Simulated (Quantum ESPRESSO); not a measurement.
```
AlTi
1.0
    2.81075     0.00000     0.00000
    0.00000     2.81075     0.00000
    0.00000     0.00000     4.06642
Ti Al
1 1
Direct
  0.50000   0.50000   0.50000
  0.00000   0.00000   0.00000
```
Geometry: a computed entry of the Materials Project; it was not checked against measured cells. It is TiAl in P4/mmm. Stability against distortions was not tested. The run has no spin polarisation.

With PBE (a modified build of Quantum ESPRESSO; gradients by PAW reconstruction on its ground state; JTH PAW datasets, 20 Ha):

| quantity | PBE |
|---|---|
| Vzz Ti (a.u.) | 0.236 |

Cores are frozen. Against all-electron runs on small test molecules, this scheme's |Vzz| missed by −7 % on Al. Ti had no test against all-electron runs. This crystal comes out metallic or nearly gapless here; its field gradients are sensitive to mesh and smearing.

What does the LDA, on its own JTH datasets and the same geometry, give?


| quantity | LDA | LDA − PBE |
|---|---|---|
| Vzz Ti (a.u.) | 0.246 | +0.010 |

As single numbers, gradients under 0.02 a.u. lie near what cutoff and mesh leave (some 0.003 a.u. in our sweeps).
